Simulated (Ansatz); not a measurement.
SnS₂:
```yaml
crystal:
  lattice:
    - [3.61675, 0.00000, 0.00000]
    - [-1.80837, 3.13220, 0.00000]
    - [0.00000, 0.00000, 32.00000]
  atoms:
    - { symbol: S, position: [0.66667, 0.33333, 0.54586] }
    - { symbol: Sn, position: [0.00000, 0.00000, 0.50000] }
    - { symbol: S, position: [0.33333, 0.66667, 0.45414] }
```
Free-standing layer in the xy plane with vacuum along z and no interaction between images.

Relaxed with LDA.

**Question.** All from DFT-LDA in the program Ansatz with PAW potentials, unless another level is named. Give the electron affinity (Kohn–Sham).

**Answer.** 5.43 eV.

**Question.** Next, the hole effective mass, in the valley on the Γ–M line, 27 % of the way from Γ?

**Answer.** 0.24 along x, 2.0 along y (mₑ).

**Question.** Predict the electron effective mass, in the valley at M.

**Answer.** 0.23 along x, 0.75 along y (mₑ).

Space group P-3m1 (1T). A layer that has been made, often on a substrate. The LDA relaxation kept the symmetry of its start; whether a distortion lowers the energy is not shown. Scalar-relativistic: spin–orbit coupling is off unless named, which matters more the heavier the elements.

Potentials: the earlier of the program's two PAW sets. The files were generated under PBE; for other functionals the program regenerates the frozen cores, and for LDA and PBEsol the local potential too.

Edges and masses are those of Kohn–Sham bands, whose gap is no quasiparticle gap.
